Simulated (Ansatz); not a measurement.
Input and command of a calculation in Ansatz (plane waves; scalar-relativistic PAW potentials unless the input names others):

```yaml
crystal:
  lattice:
    - [0.0, 2.1645570079, 2.1645570079]
    - [2.1645570079, 0.0, 2.1645570079]
    - [2.1645570079, 2.1645570079, 0.0]
  atoms:
    - { symbol: Si, position: [0.75, 0.75, 0.75] }
    - { symbol: C, position: [0.0, 0.0, 0.0] }
basis:
  ecutwfc: 420
kpoints:
  mp_grid: { grid: [10, 10, 10] }
hamiltonian:
  xc: lda
scf:
  occupations: { method: gaussian, width: 0.02 }
  max_iter: 80
output:
  forces: true
  eigenvalues: true
  stress: true
magnetization:
  spin_polarized: 2.5
```

```bash
ansatz run input.yaml --threads 8 --pin off --max-ram 20480MiB --backend cpu --events-out ev --progress --plain --runs-dir out
```

What is wrong with this input?

The program refuses it, because of a value of the wrong type (magnetization.spin_polarized: not typed → 2.5). Without that key it is accepted.

Abridged log:
```
Error: YAML parse error: error: line 23 column 19: invalid boolean (strict mode expects true/false)
  --> <input>:23:19
   |
21 |   stress: true
22 | magnetization:
23 |   spin_polarized: 2.5
   |                   ^ invalid boolean (strict mode expects true/false)
```